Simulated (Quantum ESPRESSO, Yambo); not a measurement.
# WZnO4: DFT and GW levels

WZnO4 is modelled in the monoclinic space group P2/c (No. 13), Pearson symbol mP12. Cell: a = 4.6767 Å, b = 5.7297 Å, c = 4.9365 Å, α = γ = 90.00°, β = 90.59°. O1 on 4g is surrounded by 1 W at 1.914 Å and 1 W at 2.136 Å and 1 Zn at 2.039 Å (trigonal planar). O2 on 4g is surrounded by 1 W at 1.800 Å and 1 Zn at 2.069 Å and 1 Zn at 2.199 Å. Zn on 2f sees 4 O at 2.039–2.069 Å and 2 O at 2.199 Å. W on 2e is surrounded by 2 O at 1.800 Å and 2 O at 1.914 Å and 2 O at 2.136 Å. (Neighbours: up to the widest gap in distance over summed covalent radii, below 1.35, at either atom; cation-cation contacts left out.)

The geometry is that of Materials Project entry mp-18918, symmetrised and not relaxed again.

Starting point: norm-conserving PBEsol (Quantum ESPRESSO, 84 Ry, without SOC). G0W0 in Yambo: 4×2×2 Γ-centred k mesh, bands 11 to 225 and a 7 Ry block in the screening, 225 bands in G with the Bruneval-Gonze terminator, plasmon pole fitted at 27.2 eV.

```
Property                                                                  Result
-----------------------------------------------------------------------  -------
PBEsol gap along the band path                                           2.88 eV
PBEsol gap between the mesh's edge points ((0, -0.5, 0) → (0, -0.5, 0))  2.89 eV
G0W0 gap between the same points                                         4.60 eV
```

```
k point             band  E PBEsol (eV)  E QP (eV)  shift (eV)     Z
------------------  ----  -------------  ---------  ----------  ----
Γ                     VB          -0.25      -0.71       -0.45  0.78
Γ                     CB           3.35       4.58        1.23  0.81
(0, -0.5, 0)          VB           0.00      -0.51       -0.51  0.78
(0, -0.5, 0)          CB           2.89       4.09        1.20  0.82
(0, -0.5, -0.5)       VB          -0.27      -0.88       -0.61  0.78
(0, -0.5, -0.5)       CB           3.37       4.59        1.22  0.82
(-0.5, 0, 0)          VB          -0.15      -0.62       -0.47  0.78
(-0.5, 0, 0)          CB           3.56       4.87        1.31  0.81
(-0.5, 0, -0.5)       VB          -0.21      -0.72       -0.50  0.78
(-0.5, 0, -0.5)       CB           3.67       4.92        1.25  0.81
(-0.5, -0.5, 0)       VB          -0.23      -0.72       -0.50  0.78
(-0.5, -0.5, 0)       CB           3.42       4.68        1.26  0.81
(-0.5, -0.5, -0.5)    VB          -0.33      -0.84       -0.51  0.78
(-0.5, -0.5, -0.5)    CB           3.64       4.91        1.27  0.81
```

Energies count from the PBEsol valence-band maximum.

Nearest settings tried, and what they do to the gap: 108 bands in G: +56 meV; 124 bands in W: +150 meV; 6 Ry block (231 vectors against 281): +7 meV; 2×2×2 mesh: -6 meV. So the settings aren't converged at that level. Oxides, nitrides and fluorides with a shallow 3d shell are known to need far more bands and larger blocks.

Spin-orbit coupling is left out, which matters for elements this heavy: edges can move by tenths of an eV.
